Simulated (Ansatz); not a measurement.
**CsPbCl3 (cubic perovskite), energy over volume and axial ratio**

CsPbCl3 (cubic perovskite)

```yaml
crystal:
  lattice:
    - [5.61855, 0.00000, 0.00000]
    - [0.00000, 5.61855, 0.00000]
    - [0.00000, 0.00000, 5.61855]
  atoms:
    - { symbol: Cs, position: [0.00000, 0.00000, 0.00000] }
    - { symbol: Pb, position: [0.50000, 0.50000, 0.50000] }
    - { symbol: Cl, position: [0.00000, 0.50000, 0.50000] }
    - { symbol: Cl, position: [0.50000, 0.50000, 0.00000] }
    - { symbol: Cl, position: [0.50000, 0.00000, 0.50000] }
```

Two coordinates are scanned: the volume, and the ratio of the stretch along z (the conventional c axis) to the stretch across it. Atoms keep their fractional coordinates.

The numbers are results of PBEsol (plane waves to 420 eV, PAW, scalar-relativistic; Ansatz, a program for electronic structure), not measurements. k mesh 6×6×6 (Γ-centred), Fermi-Dirac smearing 0.05 eV. E stands for the smeared free energy. Compression counts positive. CsPbCl3 was relaxed with its symmetry unable to fall. Spin-orbit coupling is left out, though Pb is heavy. This is a high-temperature form of CsPbCl3. ΔE is measured from the relaxed starting cell.

ΔE (meV/atom), with V/V₀ across and (c/a)/(c/a)₀ down:

```csv
(c/a)/(c/a)₀ \ V/V₀,0.920,0.947,0.973,1.000,1.027,1.053,1.080
0.960,29.4,16.6,9.3,6.6,7.9,12.6,20.2
0.973,24.5,12.2,5.2,2.8,4.4,9.5,17.4
0.987,21.7,9.6,2.8,0.7,2.5,7.7,15.8
1.000,20.8,8.8,2.1,0.0,1.9,7.1,15.3
1.013,21.7,9.6,2.8,0.6,2.4,7.6,15.7
1.027,24.2,11.8,4.9,2.5,4.2,9.2,17.2
1.040,28.2,15.5,8.2,5.5,6.9,11.7,19.4
```

σzz (GPa), with V/V₀ across and (c/a)/(c/a)₀ down:

```
(c/a)/(c/a)₀ \ V/V₀  0.920  0.947  0.973  1.000  1.027  1.053  1.080
-------------------  -----  -----  -----  -----  -----  -----  -----
0.960                 4.78   3.56   2.50   1.59   0.80   0.12  -0.47
0.973                 3.96   2.83   1.85   1.01   0.28  -0.35  -0.89
0.987                 3.22   2.17   1.26   0.48  -0.19  -0.77  -1.27
1.000                 2.54   1.56   0.72   0.00  -0.62  -1.15  -1.60
1.013                 1.93   1.02   0.24  -0.43  -1.00  -1.48  -1.90
1.027                 1.36   0.52  -0.20  -0.81  -1.34  -1.78  -2.16
1.040                 0.85   0.07  -0.59  -1.16  -1.64  -2.05  -2.40
```

Read from the data:

```
Item                                                                                               Result
-----------------------------------------------------  --------------------------------------------------
Shear modulus C′ = (C11 − C12)/2 (fit, atoms clamped)                                              25 GPa
Lowest place on the grid                                V/V₀ = 1.000, (c/a)/(c/a)₀ = 1.000 (0.0 meV/atom)
Highest place on the grid                              V/V₀ = 0.920, (c/a)/(c/a)₀ = 0.960 (29.4 meV/atom)
```

(Under strain, the slope of the energy per volume gives the stress and its curvature an elastic modulus.)
